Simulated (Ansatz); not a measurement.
GaIr:
Space group Pm-3m (No. 221); a = 2.998 Å, b = 2.998 Å, c = 2.998 Å, α = 90.00°, β = 90.00°, γ = 90.00°

```
atom  site  symmetry       x       y       z
----  ----  --------  ------  ------  ------
Ga      1a      m-3m  0.0000  0.0000  0.0000
Ir      1b      m-3m  0.5000  0.5000  0.5000
```

Relaxed with LDA.

Which orbitals make up the states near the Fermi level in plane-wave PAW LDA (Ansatz code)?

Within 0.5 eV of the Fermi level: Ir 5d 68 %, Ga 4p 17 %, Ga 4s 8 %. Projections are on Löwdin-orthogonalised atomic valence shells; empty p or d shells of many metals are not among them.

Tabulate the density of states.

States/eV per cell of 2 atoms, in 0.25 eV bins, energy from the Fermi level.

```tsv
E (eV)	total	Ir 5d	Ga 4p	Ga 4s
-7.85	0.36	0.15	0.09	0.10
-7.60	0.32	0.12	0.10	0.07
-7.35	0.31	0.11	0.11	0.05
-7.10	0.33	0.11	0.13	0.05
-6.85	0.43	0.17	0.16	0.05
-6.60	0.72	0.34	0.25	0.06
-6.35	1.05	0.53	0.36	0.06
-6.10	1.64	0.87	0.55	0.07
-5.85	1.58	0.90	0.50	0.06
-5.60	1.18	0.73	0.32	0.06
-5.35	1.63	1.23	0.28	0.05
-5.10	1.93	1.60	0.27	0.01
-4.85	2.14	1.76	0.34	0.00
-4.60	1.48	1.14	0.31	0.00
-4.35	0.80	0.54	0.23	0.00
-4.10	1.09	0.81	0.24	0.00
-3.85	3.01	2.41	0.49	0.02
-3.60	2.20	1.80	0.30	0.02
-3.35	1.51	1.30	0.13	0.02
-3.10	2.17	1.84	0.23	0.02
-2.85	2.14	1.83	0.21	0.01
-2.60	2.20	1.92	0.17	0.01
-2.35	2.63	2.36	0.15	0.01
-2.10	2.13	1.88	0.15	0.01
-1.85	1.72	1.52	0.13	0.01
-1.60	1.45	1.27	0.11	0.02
-1.35	0.52	0.34	0.09	0.04
-1.10	0.36	0.23	0.08	0.01
-0.85	0.37	0.22	0.07	0.05
-0.60	0.31	0.19	0.06	0.03
-0.35	0.31	0.18	0.05	0.06
-0.10	0.40	0.28	0.05	0.05
0.15	1.49	1.06	0.24	0.09
0.40	1.43	0.95	0.29	0.09
0.65	1.09	0.60	0.28	0.12
0.90	0.92	0.43	0.26	0.13
1.15	0.69	0.29	0.22	0.12
1.40	0.65	0.23	0.22	0.13
1.65	0.61	0.19	0.22	0.13
1.90	0.55	0.16	0.21	0.13
2.15	0.52	0.14	0.20	0.13
2.40	0.50	0.12	0.18	0.14
2.65	0.53	0.12	0.17	0.16
2.90	0.86	0.20	0.18	0.27
3.15	1.08	0.25	0.22	0.30
3.40	0.87	0.19	0.25	0.22
3.65	0.86	0.17	0.29	0.20
3.90	0.78	0.13	0.28	0.16
4.15	0.69	0.11	0.25	0.13
4.40	0.68	0.10	0.26	0.11
4.65	0.69	0.10	0.29	0.10
```

The first step of the workflow began from a Materials Project structure, measured or hypothetical; the Crystallography Open Database files this formula in space group No. 221, but the cells were not matched. Its standing as an ambient phase is unchecked. The LDA relaxation kept the symmetry of its start; of distortions, only those at the zone centre were tested. The run is not spin-polarised. Scalar-relativistic: spin–orbit coupling is off unless named, which matters more the heavier the elements.

Potentials: the later of the program's two PAW sets.
